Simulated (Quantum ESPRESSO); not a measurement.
AlZr3Mg2TaIr, input and log of a self-consistent run

Computed values, not a measurement. The program is pw.x of Quantum ESPRESSO 7.5 (plane-wave density functional theory). The cell is made up: eight metal atoms on a face-centred cubic lattice, with elements, volume, strain and displacements drawn at random and not relaxed, so it may be unstable or far from any real phase. PseudoDojo standard norm-conserving files set the functional (PBE unless stated); there is no spin polarisation or spin-orbit coupling, the Fermi-Dirac width of 0.25 eV means electrons at about 2900 K, and the masses in the input are unused placeholders. Heavy elements are run without spin-orbit coupling, which real alloys of them have. A spin test at this wide smearing found no moment, but such smearing suppresses magnetism that the real alloy may have.

Input:

```
&control calculation='scf', pseudo_dir='./dojo.nc.sr.pbe.v0_5.standard.upf', outdir='./o', disk_io='minimal', tprnfor=.true., tstress=.true. /
&system ibrav=0, nat=8, ntyp=5, nbnd=59, ecutwfc=84.00895049, nosym=.true., tot_charge=0,
 occupations='smearing', smearing='fd', degauss=0.0183746611
/
&electrons conv_thr=1.470e-08, electron_maxstep=70, mixing_beta=0.5 /
ATOMIC_SPECIES
Al 1.0 Al.upf
Ir 1.0 Ir.upf
Mg 1.0 Mg.upf
Ta 1.0 Ta.upf
Zr 1.0 Zr.upf
CELL_PARAMETERS angstrom
-0.0012 2.2629 2.2387
-4.3543 4.4963 -4.4456
-4.5314 -4.5824 4.5366
ATOMIC_POSITIONS angstrom
Al -0.0159 0.0695 0.0777
Zr -4.3464 -2.3945 2.4038
Zr -4.3505 -0.2002 0.0878
Zr -4.2978 2.1821 -2.2554
Mg -2.3277 -0.0849 2.3131
Mg -2.2799 2.3078 -0.0575
Ta -6.6298 -0.0684 2.2719
Ir -6.4104 2.1496 0.1909
K_POINTS automatic
7 3 3 1 1 1
```

The log is shortened where brackets say so; the opening notice, blank lines, dates and the lines on written files are dropped, and the path of the files is cut. It prints rydbergs, bohrs and kilobars, and counts compression as positive stress. Its total energy is the free energy E - TS of the whole cell.

```
     Program PWSCF v.7.5
     Parallel version (MPI & OpenMP), running on       4 processor cores
     Number of MPI processes:                 4
     Threads/MPI process:                     1
     [start-up lines left out]
     bravais-lattice index     =            0
     lattice parameter (alat)  =       6.0153  a.u.
     unit-cell volume          =    1218.5324 (a.u.)^3
     number of atoms/cell      =            8
     number of atomic types    =            5
     number of electrons       =        89.00
     number of Kohn-Sham states=           59
     kinetic-energy cutoff     =      84.0090  Ry
     charge density cutoff     =     336.0358  Ry
     scf convergence threshold =      1.5E-08
     mixing beta               =       0.5000
     number of iterations used =            8  plain     mixing
     Exchange-correlation= PBE
                           (   1   4   3   4   0   0   0)
     [axes and pseudopotential details left out]
   Cartesian axes
     site n.     atom                  positions (alat units)
         1        Al     tau(   1) = (  -0.0049950   0.0218337   0.0244097  )
         2        Zr     tau(   2) = (  -1.3654364  -0.7522404   0.7551620  )
         3        Zr     tau(   3) = (  -1.3667244  -0.0628935   0.0275827  )
         4        Zr     tau(   4) = (  -1.3501686   0.6855142  -0.7085416  )
         5        Mg     tau(   5) = (  -0.7312549  -0.0266716   0.7266683  )
         6        Mg     tau(   6) = (  -0.7162384   0.7250033  -0.0180638  )
         7        Ta     tau(   7) = (  -2.0827743  -0.0214881   0.7137252  )
         8        Ir     tau(   8) = (  -2.0138491   0.6753042   0.0599719  )
     number of k points=    32  Fermi-Dirac smearing, width (Ry)=  0.0184
                       cart. coord. in units 2pi/alat
        k(    1) = (  -0.1194014   0.0513728   0.0495705), wk =   0.0634921
        k(    2) = (   0.1171252   0.1659976  -0.0661665), wk =   0.0634921
     [further k points left out]
     Dense  grid:   126801 G-vectors     FFT dimensions: (  36,  90,  90)
     Estimated max dynamical RAM per process >     328.84 MB
     Estimated total dynamical RAM >       1.19 GB
     Initial potential from superposition of free atoms
     starting charge      88.9878, renormalised to      89.0000
     Starting wfcs are   64 randomized atomic wfcs
     total cpu time spent up to now is        5.1 secs
     per-process dynamical memory:   236.7 Mb
     Self-consistent Calculation
     iteration #  1     ecut=    84.01 Ry     beta= 0.50
     Davidson diagonalization with overlap
     ethr =  1.00E-02,  avg # of iterations =  3.3
     Threshold (ethr) on eigenvalues was too large:
     Diagonalizing with lowered threshold
     Davidson diagonalization with overlap
     ethr =  6.91E-04,  avg # of iterations =  3.7
     total cpu time spent up to now is       22.6 secs
     total energy              =    -906.17279487 Ry
     estimated scf accuracy    <       0.60481396 Ry
     iteration #  2     ecut=    84.01 Ry     beta= 0.50
     Davidson diagonalization with overlap
     ethr =  6.80E-04,  avg # of iterations =  5.8
     total cpu time spent up to now is       33.6 secs
     total energy              =    -905.33127141 Ry
     estimated scf accuracy    <      14.97285847 Ry
     iteration #  3     ecut=    84.01 Ry     beta= 0.50
     Davidson diagonalization with overlap
     ethr =  6.80E-04,  avg # of iterations =  4.0
     total cpu time spent up to now is       43.3 secs
     total energy              =    -906.36071470 Ry
     estimated scf accuracy    <       1.07183736 Ry
     iteration #  4     ecut=    84.01 Ry     beta= 0.50
     Davidson diagonalization with overlap
     ethr =  6.80E-04,  avg # of iterations =  2.0
     total cpu time spent up to now is       51.2 secs
     total energy              =    -906.43606430 Ry
     estimated scf accuracy    <       0.20189151 Ry
     iteration #  5     ecut=    84.01 Ry     beta= 0.50
     Davidson diagonalization with overlap
     ethr =  2.27E-04,  avg # of iterations =  2.1
     total cpu time spent up to now is       58.8 secs
     total energy              =    -906.44915607 Ry
     estimated scf accuracy    <       0.14986824 Ry
     [iterations 6 to 13 left out]
     iteration # 14     ecut=    84.01 Ry     beta= 0.50
     Davidson diagonalization with overlap
     ethr =  1.39E-09,  avg # of iterations =  4.1
     total cpu time spent up to now is      135.4 secs
     total energy              =    -906.46157060 Ry
     estimated scf accuracy    <       0.00000081 Ry
     iteration # 15     ecut=    84.01 Ry     beta= 0.50
     Davidson diagonalization with overlap
     ethr =  9.15E-10,  avg # of iterations =  2.0
     total cpu time spent up to now is      143.0 secs
     total energy              =    -906.46157065 Ry
     estimated scf accuracy    <       0.00000030 Ry
     iteration # 16     ecut=    84.01 Ry     beta= 0.50
     Davidson diagonalization with overlap
     ethr =  3.32E-10,  avg # of iterations =  2.3
     total cpu time spent up to now is      151.0 secs
     total energy              =    -906.46157066 Ry
     estimated scf accuracy    <       0.00000049 Ry
     iteration # 17     ecut=    84.01 Ry     beta= 0.50
     Davidson diagonalization with overlap
     ethr =  3.32E-10,  avg # of iterations =  1.3
     total cpu time spent up to now is      158.4 secs
     total energy              =    -906.46157070 Ry
     estimated scf accuracy    <       0.00000005 Ry
     iteration # 18     ecut=    84.01 Ry     beta= 0.50
     Davidson diagonalization with overlap
     ethr =  5.46E-11,  avg # of iterations =  2.6
     total cpu time spent up to now is      166.2 secs
     End of self-consistent calculation
     [lines on levels left out]
!    total energy              =    -906.46157070 Ry
     estimated scf accuracy    <       0.00000001 Ry
     smearing contrib. (-TS)   =      -0.11998400 Ry
     internal energy E=F+TS    =    -906.34158670 Ry
     The total energy is F=E-TS. E is the sum of the following terms:
     one-electron contribution =    -426.05391325 Ry
     hartree contribution      =     229.88769596 Ry
     xc contribution           =    -166.54129839 Ry
     ewald contribution        =    -543.63407102 Ry
     convergence has been achieved in  18 iterations
     Forces acting on atoms (cartesian axes, Ry/au):
     atom    1 type  1   force =     0.03217155   -0.00584154    0.00023190
     atom    2 type  5   force =     0.00399358   -0.01187319    0.00771864
     atom    3 type  5   force =    -0.06683534    0.02836425   -0.01897750
     atom    4 type  5   force =    -0.03955535    0.01060116    0.00295208
     atom    5 type  3   force =     0.03967027   -0.00903532    0.00349329
     atom    6 type  3   force =     0.03723007   -0.01547612    0.01118692
     atom    7 type  4   force =    -0.00738486    0.01031606   -0.01075548
     atom    8 type  2   force =     0.00071008   -0.00705529    0.00415015
     Total force =     0.111200     Total SCF correction =     0.000434
     Computing stress (Cartesian axis) and pressure
          total   stress  (Ry/bohr**3)                   (kbar)     P=     -101.37
  -0.00069596  -0.00005489   0.00001177         -102.38       -8.07        1.73
  -0.00005489  -0.00069956   0.00014029           -8.07     -102.91       20.64
   0.00001177   0.00014029  -0.00067186            1.73       20.64      -98.83
     init_run     :      4.63s CPU      4.89s WALL (       1 calls)
     electrons    :    160.24s CPU    161.16s WALL (       1 calls)
     forces       :      1.53s CPU      1.57s WALL (       1 calls)
     stress       :      5.18s CPU      5.18s WALL (       1 calls)
     [timing details left out]
     PWSCF        :   2m51.80s CPU   2m53.07s WALL
     JOB DONE.
```

In other units: free energy -12333.038 eV for the cell, pressure -10.14 GPa, largest force component 1.718 eV/Å in size. The run took 175 s of wall time with four MPI processes on a shared machine (AMD EPYC, older, virtual cores), so the time is rough. A rerun of this cell at a higher cutoff and on a denser mesh moved values by no more than 0.006 eV in energy, 0.02 GPa in stress and 0.009 eV/Å in force, and a second program with other atomic files agreed on that cell to 2 % rms in force and 0.5 GPa in pressure.